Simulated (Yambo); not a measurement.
G0W0@PBEsol for Rb₂NaAlF₆ (space group Fm-3m, No. 225) in Yambo. Reference settings: 2×2×2 Γ-centred k mesh, bands 2 to 286 and a 8 Ry block in the screening, 286 bands in G with the Bruneval-Gonze terminator, plasmon pole fitted at 27.2 eV. The PBEsol gap Γ → Γ on this mesh is 6.65 eV; G0W0 gaps are taken between the same points.

The settings were changed. The gap went from 10.67 eV to 10.90 eV, and the shift of the valence edge from -2.66 eV to -2.61 eV.

Task: Name the change that produced these shifts.
A) 73 bands in W, 73 bands in G, 2 Ry block
B) 73 bands in W, 73 bands in G, 3 Ry block
C) 110 bands in W, 110 bands in G, 6 Ry block
D) 1×1×1 mesh

Result: C, 110 bands in W, 110 bands in G, 6 Ry block. The others gave (gap, valence shift): 1×1×1 mesh: 10.50, -2.56 eV; 73 bands in W, 73 bands in G, 2 Ry block: 12.06, -3.56 eV; 73 bands in W, 73 bands in G, 3 Ry block: 11.66, -3.11 eV.

Geometry of the Materials Project entry, not relaxed at this level; primitive cell a = 5.9745 Å, b = 5.9745 Å, c = 5.9745 Å, α = 60.00°, β = 60.00°, γ = 60.00°.

The structure is a Materials Project entry; no match was found in the copy of COD used, and its stability was not checked.

A shift is the quasiparticle energy of the state minus its PBEsol energy.
